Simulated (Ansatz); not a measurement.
HfSO:
```xyz
12
Lattice="5.6806 0.0000 0.0000 0.0000 5.6806 0.0000 0.0000 0.0000 5.6806" Properties=species:S:1:pos:R:3 pbc="T T T"
Hf     3.8625     4.6584     1.0222
Hf     4.6584     1.0222     3.8625
Hf     1.0222     3.8625     4.6584
Hf     1.8181     1.8181     1.8181
S      5.2193     2.3790     0.4613
S      3.3016     3.3016     3.3016
S      2.3790     0.4613     5.2193
S      0.4613     5.2193     2.3790
O      2.2995     3.3811     0.5408
O      0.5408     2.2995     3.3811
O      5.1398     5.1398     5.1398
O      3.3811     0.5408     2.2995
```

Relaxed with r²SCAN.

Q: Give the Bader charges and basin volumes of the independent atoms, r²SCAN (plane waves, PAW; program Ansatz).

A: 

| atom | Bader charge (e) | Bader volume (Å³) |
|---|---|---|
| Hf1 | +2.53 | 11.0 |
| S5 | -1.20 | 22.9 |
| O9 | -1.33 | 11.9 |

Space group P2_13. The first step of the workflow began from a Materials Project structure, measured or hypothetical; the Crystallography Open Database copy checked does not list it. Whether it is the stable phase at ambient conditions was not checked. The r²SCAN relaxation kept the symmetry of its start; its stability against distortions is not shown here. The run is not spin-polarised. Spin–orbit coupling is left out wherever it is not named.

Potentials: the later of the program's two PAW sets.
